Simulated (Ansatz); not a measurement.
V₃Ge, first-principles data

V3Ge:
```
CELL_PARAMETERS angstrom
      4.73531     0.00000     0.00000
      0.00000     4.73531     0.00000
      0.00000     0.00000     4.73531
ATOMIC_POSITIONS crystal
  V  0.50000 0.25000 0.00000
  V  0.50000 0.75000 0.00000
  V  0.25000 0.00000 0.50000
  V  0.75000 0.00000 0.50000
  V  0.00000 0.50000 0.25000
  V  0.00000 0.50000 0.75000
  Ge 0.50000 0.50000 0.50000
  Ge 0.00000 0.00000 0.00000
```
The run is spin-polarised; directions of the spins, atom by atom: 0 0 0 0 0 0 0 0.

Space group Pm-3n (No. 223), A15 (Cr3Si type); conventional cell a = b = c = 4.7353 Å, α = β = γ = 90.00°.

Method: DFT-r²SCAN in the program Ansatz with PAW potentials. Structure relaxed to zero pressure with the same functional. Other levels are named where they apply.

**Cell and energy**

```json
{
  "volume_per_atom": "13.27 Å³",
  "density": "7.05 g/cm³",
  "Formation energy from the elements (no fitted shifts)": "-0.39 eV/atom"
}
```

**Electronic structure**

```json
{
 "electronic_character": "metallic (no gap)",
 "Density of states at the Fermi level": "1.3 states/eV per atom (mean over ±0.08 eV)"
}
```

**Magnetism**

```json
{
  "magnetic_order": "ferromagnetic",
  "net_moment": "0.11 μB per atom"
}
```

**Mechanics**

```json
{
  "Bulk modulus (Birch–Murnaghan fit)": "197 GPa",
  "Pressure derivative B′": "4.1"
}
```

**Charges**

```json
{
 "bader_charges": "V +0.47, Ge -1.41 e"
}
```

The workflow started from a Materials Project entry (that database holds measured and hypothetical structures alike); the Crystallography Open Database files this formula in space group No. 223, but the cells were not matched. Whether it is the stable phase at ambient conditions was not checked. Symmetry was held in the r²SCAN relaxation; its stability against distortions is not shown here. Spin order of the final state: ferromagnetic, the only order run, not a proven ground state. Other orbital occupations within this spin state were not tried. The references are the lowest solids computed at this level, not always the standard phases. Spin–orbit coupling is left out wherever it is not named.

Potentials: the later of the program's two PAW sets.
